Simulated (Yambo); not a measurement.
Yambo run on Ba2SrWO6 (space group R-3, No. 148). The wavefunctions come from this Quantum ESPRESSO step (PBEsol, PseudoDojo standard norm-conserving files, scalar-relativistic):

```
&CONTROL
  calculation = 'nscf'
  pseudo_dir = './pseudo'
  outdir = './out'
/
&SYSTEM
  ibrav = 0
  nat = 10
  ntyp = 4
  ecutwfc = 84.0
  ecutrho = 336.0
  occupations = 'fixed'
  force_symmorphic = .true.
  nbnd = 318
/
&ELECTRONS
  conv_thr = 1e-08
  diago_full_acc = .true.
  diago_thr_init = 1e-08
/
ATOMIC_SPECIES
O 15.9990 O.upf
Sr 87.6200 Sr.upf
Ba 137.3270 Ba.upf
W 183.8400 W.upf
CELL_PARAMETERS angstrom
  3.108864971000   1.794904028000   4.968253000000
 -3.108864971000   1.794904028000   4.968253000000
  0.000000000000  -3.589808056000   4.968253000000
ATOMIC_POSITIONS crystal
O   0.782260000000   0.285900000000   0.660720000000
O   0.217740000000   0.714100000000   0.339280000000
O   0.660720000000   0.782260000000   0.285900000000
O   0.339280000000   0.217740000000   0.714100000000
O   0.285900000000   0.660720000000   0.782260000000
O   0.714100000000   0.339280000000   0.217740000000
Sr   0.000000000000   0.000000000000   0.000000000000
Ba   0.746823000000   0.746823000000   0.746823000000
Ba   0.253177000000   0.253177000000   0.253177000000
W   0.500000000000   0.500000000000   0.500000000000
K_POINTS automatic
2 2 2 0 0 0
```

Yambo input:

```
rim_cut
gw0
dyson
el_el_corr
HF_and_locXC
ppa
em1d
RandQpts= 1000000
RandGvec= 1 Ry
EXXRLvcs= 84 Ry
VXCRLvcs= 336 Ry
Chimod= "HARTREE"
% BndsRnXp
 2 | 317 |
%
NGsBlkXp= 8 Ry
% LongDrXp
 1.0 | 1.0 | 1.0 |
%
PPAPntXp= 27.2114 eV
% GbndRnge
 1 | 317 |
%
GTermKind= "BG"
DysSolver= "n"
ExtendOut
% QPkrange
 1 | 1 | 40 | 41 |
 2 | 2 | 40 | 41 |
 3 | 3 | 40 | 41 |
 4 | 4 | 40 | 41 |
%
```

k points by index: 1 = Γ, 2 = L, 3 = F, 4 = Z.

Table of the .qp output:

```
#    K-point    Band    Eo [eV]    E [eV]    E-Eo [eV]    Vxc [eV]    Vnlxc [eV]    Sc|Eo [eV]    Sc|E [eV]    dSc/dw|Eo [eV]    Re(Z)    Im(Z)
#
    1    40    -0.180977    -0.738577    -0.557600    -18.84940    -23.92970    4.357044    4.522698    -8.082020    0.771002    -0.001477
    1    41    3.158655    4.288421    1.129767    -16.08281    -10.96377    -3.725330    -3.989273    -6.356596    0.810633    -0.001442
    2    40    -0.016654    -0.575877    -0.559223    -18.97728    -23.96839    4.267021    4.431885    -8.020307    0.772353    -0.001411
    2    41    3.406173    4.619334    1.213162    -16.82340    -11.35629    -3.961872    -4.253954    -6.550670    0.805972    -0.001582
    3    40    0.000000    -0.542364    -0.542364    -19.05690    -24.05656    4.296516    4.457290    -8.064307    0.771389    -0.001453
    3    41    2.838265    3.951874    1.113608    -15.23466    -9.835019    -4.038677    -4.286033    -6.043587    0.818263    -0.001268
    4    40    -0.223756    -0.795857    -0.572101    -18.85941    -23.99329    4.391736    4.561789    -8.086411    0.770906    -0.001450
    4    41    3.466387    4.680455    1.214068    -16.92189    -11.44054    -3.971599    -4.267279    -6.626327    0.804170    -0.001696
```
(The two width columns are left out.) Convergence of these settings isn't established.

Spin-orbit coupling is not included.

Geometry of the Materials Project entry, not relaxed at this level.

The structure is a Materials Project entry; no match was found in the copy of COD used, and its stability was not checked.
